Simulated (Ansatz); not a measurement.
## TaMnB₄: stable or not

It was reached by relaxing an invented guess, and it needn't be the stable form of this composition.

All numbers below come from DFT PBE, scalar-relativistic, plane waves, PAW in Ansatz. Settings of the last relaxation (6-atom cell): 420 eV, 12×12×6 k points, Gaussian smearing of 0.10 eV, collinear spin.

```
Ta Mn B
1.0
     3.05191    0.00000    0.00000
    -1.52596    2.64303    0.00000
     0.00000    0.00000    6.28132
Ta Mn B
1 1 4
Direct
  0.00000 0.00000 0.50000
  0.00000 0.00000 0.00000
  0.33333 0.66667 0.76579
  0.33333 0.66667 0.23421
  0.66667 0.33333 0.76579
  0.66667 0.33333 0.23421
```

Formation energies are uncorrected and refer to the elements' standard structures at the same level.

**Question.** These tests were run: energy against the elements; phonons at Γ. What do they show?

**Answer.**

```tsv
test	result
energy against the elements	−0.49 eV/atom
phonons at Γ	lowest optical mode 122 cm⁻¹
```

It fails none of these tests. Other phases of the system weren't compared here, so this isn't yet thermodynamic stability. Phonons away from Γ weren't computed.

These runs have no spin–orbit coupling, which can matter for Ta. Another magnetic order may lie lower. The run for the phonons used a 12×12×6 k mesh and Gaussian smearing of 0.20 eV. The cell carries site moments Mn 2.1 μB.
